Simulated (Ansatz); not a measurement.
Values for one crystal, relaxed and computed with DFT-LDA in the program Ansatz with PAW potentials; other levels are named.

Volume per atom: 9.89 Å³
Electronic character: metallic (no gap)
Elastic constants (relaxed ions, GPa): C11 = 606, C12 = 59.8, C13 = 137, C33 = 472, C44 = 276
Young's modulus: 570 GPa
Mechanical stability: stable (all eigenvalues of C positive)
Zone-centre stability: no imaginary mode at Γ
Pressure derivative B′: 3.9

Q: Pick the material that matches.
A. Bi2Se3, R-3m (Bi on 6c, Se on 3a, Se on 6c)
B. ZrB2, P6/mmm (Zr on 1a, B on 2d)
C. ReTe2, R-3m (Re on 3a, Te on 6c)
D. MoP2, Cmc2_1 (Mo on 4a, P on 4a, P on 4a)

A: B, ZrB2, P6/mmm (Zr on 1a, B on 2d)

The cell was relaxed with LDA under the symmetry of its start. No spin polarisation was allowed. As this level gives no gap, shear constants depend on the k-mesh and smearing (Fermi–Dirac, 0.1 eV here). Scalar-relativistic: spin–orbit coupling is off unless named, which matters more the heavier the elements.

Potentials: the earlier of the program's two PAW sets.
